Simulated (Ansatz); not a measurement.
# One input, then a changed one: Be (hcp type)

First run: DFT, PBE, PAW with Ansatz's default frozen-core files, scalar-relativistic (Ansatz 0.2.0).

Command: `ansatz run input.yaml --threads 1 --pin off --max-ram 2048MiB --backend cpu --events-out ev --progress --plain --runs-dir out` It took 1.6 s on 1 thread of Arm Neoverse V1, on a shared host, peak memory 0.26 GiB.

```yaml
crystal:
  lattice:
    - [1.7831532274, 0.0, 0.0]
    - [-0.8915766137, 1.5442559938, 0.0]
    - [0.0, 0.0, 2.8702406389]
  atoms:
    - { symbol: Be, position: [0.3333333333, 0.6666666667, 0.25] }
    - { symbol: Be, position: [0.6666666667, 0.3333333333, 0.75] }
kpoints:
  mp_grid: { grid: [19, 19, 11] }
scf:
  occupations: { method: fermi_dirac, width: 0.08 }
hamiltonian:
  xc: pbe
  pseudopotentials: { kind: paw }
output:
  forces: true
  stress: true
  eigenvalues: true
  populations: true
```

The base cell comes from a relaxation on PAW files under the same functional.

This run: volume at 0.5 of the series' base cell.

It converges in 6 SCF iterations at a pressure of 267.3 GPa, cutoff 420 eV.

The input is then changed:

```diff
   xc: pbe
-  pseudopotentials: { kind: paw }
+  pseudopotentials: { kind: paw_fr }
+  dispersion: d4
 output:
   eigenvalues: true
-  populations: true
+basis:
+  ecutwfc: 1000
+magnetization:
+  noncollinear: true
+  spin_orbit: true
```

Predict the outcome of the changed run.

It converges in 5 SCF iterations at a pressure of 259.7 GPa, cutoff 1000 eV. More than one line changes, and not each need have an effect.
